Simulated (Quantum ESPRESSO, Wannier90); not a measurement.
Wannier functions of SnO (P4/nmm)

```
SnO
1.0
    3.81370     0.00000     0.00000
    0.00000     3.81370     0.00000
    0.00000     0.00000     4.88691
Sn O
2 2
Direct
  0.00000   0.50000   0.23537
  0.50000   0.00000   0.76463
  0.50000   0.50000   0.00000
  0.00000   0.00000   0.00000
```

Cell from Materials Project (mp-2097), symmetrised, no further relaxation. COD (Crystallography Open Database) has the formula in 2 space groups, this one among them (matched by group alone). Method: PBEsol plane waves in Quantum ESPRESSO 7.5 (PseudoDojo norm-conserving files, 68 Ry, spinors with spin-orbit coupling), Bloch states on a 6×6×6 mesh through Γ, Wannier90 4.0.1. Density: 8×8×6 mesh, Gaussian smearing 0.01 Ry. The cell is built of weakly bound layers, chains or molecules, whose nearest atoms lie 3.74 Å apart. Database cells relaxed without dispersion often hold them too far apart, which can enlarge gaps and weakens couplings between them; spacing and stacking were not compared with the measured crystal. With spin-orbit coupling a semilocal functional can close or falsely invert a small gap; the band order was not checked against a better method. The gap is small at this level and was sampled on the meshes and a path alone.

Functional, cutoff and mesh named above are those of the base row (1); the first column says what each row takes instead. Model: 20 functions from bands 21-40, start SCDM (isolated) (the valence bands). Energies are relative to the valence-band maximum; the misfit is to pw.x on a path, for all bands of the set. The lattice is scaled uniformly, fractional positions fixed. Ω_total can sit in another minimum from row to row; Ω_I of an isolated set cannot.

| scale | Ω_I (Å²) | Ω_total (Å²) | rms misfit (meV) | gap (eV) |
|---|---|---|---|---|
| 1 | 26.26 | 28.41 | 3.1 | 0.11 |
| 1.01 | 25.80 | 27.94 | 2.7 | 0.22 |
| 1.02 | 25.49 | 27.62 | 2.5 | 0.32 |
